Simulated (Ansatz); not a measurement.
Ge built on the diamond prototype was put through Ansatz (plane waves). The cell was relaxed with r2SCAN and then strained (isotropic +3.0 % on every length), with the atoms relaxed again with r2SCAN; k points keep the names of the unstrained zone.

The cell:
```xyz
2
Lattice="0.0000 2.9220 2.9220 2.9220 0.0000 2.9220 2.9220 2.9220 0.0000" Properties=species:S:1:pos:R:3 pbc="T T T"
Ge    0.0000    0.0000    0.0000
Ge    1.4610    1.4610    1.4610
```

The output, standing remarks left out:
```
scf.n_extra_bands = 4 over 14 filled bands (N_el = 28.0): the run solves 18 bands
Pseudopotential: Ge, paw, valence charge 14, recommended cutoff 500 eV
Crystal: 2 atoms, lattice volume = 49.896 Å³
Basis set: ecut = 500 eV, 1243 PW (Γ)
Symmetry: 48 space group operations
Space group: Fd-3m (ITA 227)
k-points: 29 of 512
preconditioner: auto → none  [σ=0.020 eV  ℏωp=27.8 eV]
SCF 1 converged in 6 iterations: F = -8605.732876 eV  dr2 = 8.87e-11
Free energy (F): -8605.732876 eV
Internal energy: -8605.732724 eV  (E = F + TS)
E sigma→0 (E₀):  -8605.732800 eV
Entropy (-TS):   -0.000152 eV (-0.076 meV/atom)
Fermi energy:    7.163060 eV
--- Per-component energies (eV) ---
  E_band       = -347.922584
  E_kinetic    = 219.559019
  E_local      = -5081.877716
  E_nonlocal   = 838.734388
  E_hartree    = 2225.965747
  E_xc         = -136.949840
  E_vxc        = -134.119649
  E_paw        = -4067.447634
  E_vpaw       = -649.763460
  E_vtau       = 7.613430
  E_ewald      = -2601.545179
  E_core_change = -2.171532
  E_smearing   = -0.000152
--- Forces (eV/Å), atoms counted from 1 ---
  atom   1  Ge      0.00000      0.00000      0.00000
  atom   2  Ge      0.00000      0.00000      0.00000
--- Stress (GPa, compression-positive) ---
       -5.038860       0.000000       0.000000
        0.000000      -5.038860       0.000000
        0.000000       0.000000      -5.038860
  P = ⅓ Tr σ = -5.0389 GPa (-50.389 kbar)
--- Band table (eV; the first three rows and the last of 29) ---
  k-point 0: bands = […, -17.9402, -17.9402, -5.4254, 6.6768, 7.1493, 7.1493, 7.1493, 9.8271, 9.8271, 9.8271]
  k-point 1: bands = […, -17.9321, -17.9321, -5.2433, 4.6613, 6.8407, 6.8407, 8.0189, 10.2482, 10.2482, 10.6375]
  k-point 2: bands = […, -17.9239, -17.9239, -4.7172, 2.4238, 6.3215, 6.3215, 7.7587, 10.8837, 10.8837, 12.6755]
  k-point 28: bands = […, -17.8973, -17.8973, -1.6314, -1.6314, 3.5451, 3.5451, 11.4369, 11.4369, 12.1293, 12.1293]
```

bands.tsv, columns around the gap (it counts bands from 0):
```tsv
# k_distance	band_9	band_10	band_11	band_12	band_13	band_14	band_15	band_16	band_17
# fermi_ev = 7.163060
# [0, 0, 0] at k_distance = 0.000000
# [0.5, 0, 0.5] at k_distance = 1.075159
# [0.625, 0.25, 0.625] at k_distance = 1.455285
# [0.375, 0.375, 0.75] at k_distance = 2.113683
# [0.5, 0.5, 0.5] at k_distance = 2.772080
# [0.5, 0.25, 0.75] at k_distance = 3.532333
# [0, 0, 0.5] at k_distance = 4.292585
# levels_relative_to = fermi_ev
0.000	-25.103	-12.588	-0.486	-0.014	-0.014	-0.014	2.664	2.664	2.664
1.075	-25.070	-8.870	-8.870	-2.902	-2.902	1.065	1.065	9.284	9.284
1.455	-25.058	-9.348	-8.292	-4.016	-2.487	1.420	4.193	7.106	7.329
2.114	-25.058	-9.348	-8.292	-4.016	-2.487	1.420	4.193	7.106	7.329
2.772	-25.082	-10.628	-7.452	-1.347	-1.347	0.139	3.927	3.927	7.548
3.532	-25.060	-8.795	-8.795	-3.618	-3.618	4.274	4.274	4.966	4.966
4.293	-25.082	-10.628	-7.452	-1.347	-1.347	0.139	3.927	3.927	7.548
```
In order the rows are Γ, X, U, K, L, W, L.

Problem. What input produced it? Give the YAML.

Solution.
```yaml
crystal:
  # lattice and atoms as above
kpoints:
  mp_grid: { grid: [8, 8, 8] }
  band_path:
    path:
      - [0.0, 0.0, 0.0]
      - [0.5, 0.0, 0.5]
      - [0.625, 0.25, 0.625]
      - [0.375, 0.375, 0.75]
      - [0.5, 0.5, 0.5]
      - [0.5, 0.25, 0.75]
      - [0.0, 0.0, 0.5]
    npoints: 1
hamiltonian:
  xc: r2scan
scf:
  occupations: { method: fermi_dirac, width: 0.02 }
  n_extra_bands: 4
output:
  forces: true
  stress: true
  eigenvalues: true
```
The term E_vtau belongs to a meta-GGA, which reads the kinetic-energy density. A single point prints forces and stress when the output block asks for them. Close relatives of this functional can't be ruled out from these lines alone. Keys that only write grids to files are left aside. Keys that aren't typed take their defaults; thresholds and the kind of smearing can't be read off these lines.

With r2SCAN the gap closes, the bands meeting at Γ.

Run as `ansatz run input.yaml --threads 2 --pin off --max-ram 29491MiB --backend cpu --events-out ev --progress --plain --runs-dir out`. It took 1.9 s on 2 threads of AMD EPYC 7R13 Processor (Zen 3), with other jobs on the host; peak host memory 0.6 GiB.

No spin polarisation and no zero-point or thermal motion.

The runs are scalar-relativistic, without spin-orbit coupling.
